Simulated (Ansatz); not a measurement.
## Ansatz 0.2.0, relaxation: LiMnCl$_{3}$

Launch command:

```bash
ansatz run input.yaml --threads 2 --pin off --max-ram 4096MiB --backend cpu --events-out ev --progress --plain --runs-dir out
```

The input file (Ansatz 0.2.0, plane waves):

```yaml
crystal:
  lattice:
    - [3.3597493, 5.81925616, 0.0]
    - [-3.3597493, 5.81925616, 0.0]
    - [0.0, -3.8795004, 5.915211]
  atoms:
    - { symbol: Li, position: [0.2875, 0.2875, 0.8625] }
    - { symbol: Li, position: [0.7875, 0.7875, 0.3625] }
    - { symbol: Mn, position: [0.0128, 0.0128, 0.0384], spin: 4.5 }
    - { symbol: Mn, position: [0.5128, 0.5128, 0.5384], spin: -4.5 }
    - { symbol: Cl, position: [0.1409, 0.3626, 0.2499] }
    - { symbol: Cl, position: [0.7464, 0.1409, 0.2499] }
    - { symbol: Cl, position: [0.3626, 0.7464, 0.2499] }
    - { symbol: Cl, position: [0.2464, 0.8626, 0.7499] }
    - { symbol: Cl, position: [0.8626, 0.6409, 0.7499] }
    - { symbol: Cl, position: [0.6409, 0.2464, 0.7499] }
kpoints:
  mp_grid: { grid: [4, 4, 4], shift: [0, 0, 0] }
magnetization:
  spin_polarized: true
scf:
  occupations: { method: gaussian, width: 0.0131 }
  lower_state_search: "off"
hamiltonian:
  pseudopotentials: { kind: paw }
  xc: pbe
  hubbard: { projectors: atomic, sites: [{ species: Mn, l: d, u_eff: 6.3 }] }
basis:
  ecutwfc: 420
  fft_grid_basis: typed
relax:
  max_steps: 60
  cell: { p_target: 0.0 }
  f_tol: 0.03
output:
  forces: true
  stress: true
  eigenvalues: true
  bader: true
  populations: true
  elf: true
  write_potential: true
  volumetric_format: npy
  dos:
    e_range: [-12, 8]
    de: 0.05
    projected: { site_lists: { Cl: [Cl], Li: [Li], Mn: [Mn] } }
  write_density: true
checkpoint:
  read: saved_state
```

Origin of the cell: a known structure type with other elements, at an estimated volume, so it need not be a known compound.

The saved state is a converged single point of the same cell, with its larger moments on Mn3 up, Mn4 down.

Steps («new basis» is an SCF on plane waves selected anew at the same cell):

```json
{"step": "1", "ΔF (meV/atom)": "0.0", "max force component (eV/Å)": "0.781", "P (GPa)": "1.26", "volume (Å³)": "231.30", "SCF iterations": "8", "step was": "accepted"}
{"step": "2", "ΔF (meV/atom)": "-61.3", "max force component (eV/Å)": "0.329", "P (GPa)": "0.00", "volume (Å³)": "227.13", "SCF iterations": "7", "step was": "accepted"}
{"step": "3", "ΔF (meV/atom)": "-75.3", "max force component (eV/Å)": "0.191", "P (GPa)": "0.17", "volume (Å³)": "216.76", "SCF iterations": "7", "step was": "accepted"}
{"step": "4", "ΔF (meV/atom)": "-79.3", "max force component (eV/Å)": "0.059", "P (GPa)": "0.03", "volume (Å³)": "218.12", "SCF iterations": "6", "step was": "accepted"}
{"step": "5", "ΔF (meV/atom)": "-79.8", "max force component (eV/Å)": "0.011", "P (GPa)": "-0.08", "volume (Å³)": "219.04", "SCF iterations": "7", "step was": "accepted"}
{"step": "6", "ΔF (meV/atom)": "-79.9", "max force component (eV/Å)": "0.005", "P (GPa)": "0.00", "volume (Å³)": "218.51", "SCF iterations": "6", "step was": "accepted"}
{"step": "7", "ΔF (meV/atom)": "-80.0", "max force component (eV/Å)": "0.005", "P (GPa)": "-0.02", "volume (Å³)": "218.51", "SCF iterations": "6", "step was": "new basis"}
```

The starting structure.

Space group R3c (No. 161); the run's cell has a = 6.719 Å, b = 6.719 Å, c = 7.074 Å, α = 118.36°, β = 118.36°, γ = 60.00°. Shortest distances: Cl–Mn 2.44 Å, Cl–Li 2.70 Å, Cl–Cl 3.57 Å.

The relaxed structure.

Space group R3c (No. 161); the run's cell has a = 6.513 Å, b = 6.513 Å, c = 7.037 Å, α = 117.56°, β = 117.56°, γ = 60.00°. Shortest distances: Cl–Li 2.52 Å, Cl–Mn 2.58 Å, Li–Mn 3.52 Å, Cl–Cl 3.53 Å.

```
CELL_PARAMETERS angstrom
3.25638 5.64022 0.00000
-3.25638 5.64022 0.00000
0.00000 -3.76014 5.94840
ATOMIC_POSITIONS crystal
Li 0.31059 0.31059 0.93178
Li 0.81059 0.81059 0.43178
Mn 0.00759 0.00759 0.02278
Mn 0.50759 0.50759 0.52278
Cl 0.09570 0.41518 0.23202
Cl 0.72114 0.09570 0.23202
Cl 0.41518 0.72114 0.23202
Cl 0.22114 0.91518 0.73201
Cl 0.91518 0.59570 0.73201
Cl 0.59570 0.22114 0.73201
```

```yaml
Free_energy_lowered_by: 80.0 meV/atom
Volume_change: -5.53 %
Final_pressure: -0.02 GPa
Relaxation_steps_listed: 7
Gap_on_the_mesh: 4.32 eV
Site_moments_at_the_end_small_spheres_which_read_low: Mn3 +4.6, Mn4 -4.6 μB
Total_moment: 0.00 μB
```

Caveats: the magnetic state was chosen at the start cell and may not be the lowest after relaxing; the relaxation held the start's symmetry, so the end may be a saddle point.

Time: 2.1 min on 2 threads of AMD EPYC 7B13 (Zen 3), with other jobs on the host, peak memory 0.78 GiB, from a saved density.
